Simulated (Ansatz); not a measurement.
Computed with DFT PBE, scalar-relativistic, plane waves, PAW (Ansatz 0.2.0). Settings: cutoff 420 eV, Γ-centred meshes spaced at most about 0.3 Å⁻¹, and about 0.25 Å⁻¹ or finer for metals (2π included), Gaussian smearing. Collinear spin in cells that started with moments and kept them past the coarse steps, no spin elsewhere.

Each of these unrelaxed guesses is relaxed in cell and atoms within its symmetry. A guess keeps its type if space group and coordination stay and the shape of the cell changes little (axis ratios within about 15 %, angles within 6°); the volume may change.

1. Al3N

```
Al N
1.0
     1.63577   -2.07492    0.00000
     1.63577    2.07492    0.00000
     0.00000    0.00000    8.79662
Al N
3 1
Direct
  0.50000 0.50000 0.75190
  0.00000 0.00000 0.50000
  0.50000 0.50000 0.24810
  0.00000 0.00000 0.00000
```

2. ZrSe6

```
Zr Se
1.0
     5.44205    0.00000    0.00000
    -2.72103    4.71296    0.00000
     0.00000    0.00000    5.88491
Zr Se
1 6
Direct
  0.00000 0.00000 0.00000
  0.33290 0.00000 0.50000
  0.66710 0.00000 0.50000
  0.00000 0.33290 0.50000
  0.00000 0.66710 0.50000
  0.66710 0.66710 0.50000
  0.33290 0.33290 0.50000
```

3. BiRu (collinear spin from parallel moments)

```
Bi Ru
1.0
     3.54674    0.00000    0.00000
     0.00000    3.54674    0.00000
     0.00000    0.00000    3.54674
Bi Ru
1 1
Direct
  0.00000 0.00000 0.00000
  0.50000 0.50000 0.50000
```

4. LiBeS3

```
Li Be S
1.0
     4.06577    0.00000    0.00000
     0.00000    4.06577    0.00000
     0.00000    0.00000    5.35288
Li Be S
1 1 3
Direct
  0.50000 0.50000 0.69522
  0.00000 0.00000 0.97332
  0.50000 0.00000 0.19528
  0.00000 0.50000 0.19528
  0.00000 0.00000 0.54911
```

Task: Which guesses survive the relaxation?

Result: Guess 3 keeps its type.

```
guess  kept  start group  end group  V start (Å³/atom)  V end  b/a and c/a, end over start  nearest neighbours start  nearest neighbours end
    1    no         Cmmm       Cmmm               14.9   14.6                   1.63, 0.96               Al 12, N 12             Al 2/6, N 4
    2    no       P6/mmm     P6/mmm               21.6   31.3                   1.00, 0.38               Se 3, Zr 12             Se 2, Zr 14
    3   yes        Pm-3m      Pm-3m               22.3   19.6                   1.00, 1.00                Bi 8, Ru 8              Bi 8, Ru 8
    4    no         P4mm       P4mm               17.7   19.4                   1.00, 1.58        Be 5, Li 16, S 1/2       Be 1, Li 4, S 1/6
```

Neighbours count within 15 % of an atom's shortest distance; end groups are read at 0.02 Å (0.05 Å in metals).

No dispersion correction is applied, so the spacing and binding between layers, chains or molecules are poorly described (ZrSe6 P6/mmm, LiBeS3 P4mm). These runs have no spin–orbit coupling, which can matter for Bi. In LiBeS3 P4mm an odd number of electrons in the primitive cell allows no gap without spin; a larger cell or a magnetic state could open one. A magnetic state wasn't ruled out in cells without spin, among them Al3N Cmmm. The magnetic state reached may not be the lowest. Cells relaxed within their symmetry can be saddle points.

In counts of neighbours, a slash parts the counts of unlike sites.
